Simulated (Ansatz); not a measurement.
# LiAl2B2, a known structure type with other elements, at an estimated volume

```
Li B Al
1.0
     1.72966    2.99586    0.00000
    -1.72966    2.99586    0.00000
     0.00000    0.00000    6.00604
Li B Al
1 2 2
Cartesian
  0.0000 0.0000 0.0000
  0.0000 1.9972 1.5718
  0.0000 3.9945 4.4343
  0.0000 1.9972 3.7826
  0.0000 3.9945 2.2234
```

The numbers come from plane-wave PAW DFT (Ansatz): PBE, no spin polarisation, 420 eV, 11×11×6 Γ-centred k points, fermi-dirac occupations (width 0.1 eV). Nothing was relaxed.

What is the formation energy?

0.50 eV an atom against the elements' usual phases (free molecules for gases, crystals otherwise, with no correction for O₂ or N₂), so at this geometry it isn't bound against them. Relaxing would lower it.

Which atom feels the largest force, and which way?

The largest is on Al5 (and as large on other atoms): 1.78 eV/Å, components (0.00, 0.00, -1.78). It makes 72° with the line to a nearest neighbour, B2 at 2.10 Å.

What does the stress say?

The pressure is 12.0 GPa (compression positive), so with the atoms held at these fractions the cell would first expand; the forces are large, so a full relaxation may end otherwise. The principal stresses 3.1, 16.5, 16.5 GPa differ, so its shape would change too.

Metal or insulator?

It is a metal, with about 2.7 states/eV a cell as the mean within 0.25 eV of the Fermi level, mostly B p (74 %) and Al p (15 %).

Give the Bader charges.

Bader charges in e: Li +0.86, Al +2.03, B -2.46. In the mean Al gives up most and B takes most.

Origin: a known structure type with other elements, at an estimated volume, so it need not be a known compound. Caveats: atoms or cell far from equilibrium.
